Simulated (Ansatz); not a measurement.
A scan (energy against volume; even scaling of the relaxed cell, symmetry kept) gave these values. All values below come from PBE (plane waves to 420 eV, PAW, scalar-relativistic; Ansatz, a first-principles code).

The bulk modulus at fixed cell shape B₀ (third-order Birch-Murnaghan fit) comes out as 218 GPa and the pressure derivative B₀′ (fit) is 4.5. The equilibrium volume of the fit is 13.68 Å³/atom.

**Question.** Of these crystals, all scanned alike, which one is it?
A) CdS (wurtzite)
B) TiAl (CuAu type, space group P4/mmm)
C) WSi₂ (MoSi2 type, space group I4/mmm)
D) GaN (wurtzite)

**Answer.** C, WSi₂ (MoSi2 type, space group I4/mmm). The others have, for the bulk modulus at fixed cell shape: TiAl 113 GPa, GaN 172 GPa, CdS 53.1 GPa

All were relaxed with their symmetry unable to fall. Spin-orbit coupling is left out. The PAW data are Ansatz's earlier set. TiAl is run without spin polarisation. WSi2 is run without spin polarisation. With the shape held, the modulus is that of even scaling; a crystal free to change shape is softer.

(A scan under strain: stresses follow from slopes of the energy per volume, elastic moduli from its curvatures.)
